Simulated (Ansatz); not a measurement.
## Notes on NbFeH$_{6}$

```
H Fe Nb
1.0
     4.88160    0.00000    0.00000
    -2.44080    4.22759    0.00000
    -2.44080    1.40920    4.22464
H Fe Nb
6 1 1
Direct
  0.34540 0.25430 0.25980
  0.74570 0.83130 0.25980
  0.16870 0.65460 0.25980
  0.65460 0.74570 0.74020
  0.25430 0.16870 0.74020
  0.83130 0.34540 0.74020
  0.00000 0.00000 0.00000
  0.50000 0.50000 0.50000
```

The numbers come from plane-wave PAW DFT (Ansatz): PBE, no spin polarisation, 420 eV, 6×6×6 Γ-centred k points, fermi-dirac occupations (width 0.1 eV). Nothing was relaxed.

Q: What does the stress say?

A: The pressure is -4.6 GPa (compression positive), so with the atoms held at these fractions the cell would first shrink; the forces are large, so a full relaxation may end otherwise. The principal stresses -5.8, -4.0, -4.0 GPa differ, so its shape would change too.

Q: Metal or insulator?

A: It is a metal, with about 6.2 states/eV a cell as the mean within 0.25 eV of the Fermi level, mostly Nb d (66 %) and Fe d (30 %).

Q: Which atom feels the largest force, and which way?

A: The largest is on H1 (and as large on other atoms): 2.60 eV/Å, components (0.20, -2.05, -1.58). It makes 170° with the line to a nearest neighbour, Nb8 at 1.76 Å, pointing away from it.

Q: What is the formation energy?

A: 0.75 eV an atom against the elements' usual phases (free molecules for gases, crystals otherwise, with no correction for O₂ or N₂), so at this geometry it isn't bound against them. Relaxing would lower it.

Origin: a known structure type with other elements, at an estimated volume, so it need not be a known compound. Caveats: no spin polarisation, so a magnetic state may lie lower; atoms or cell far from equilibrium.
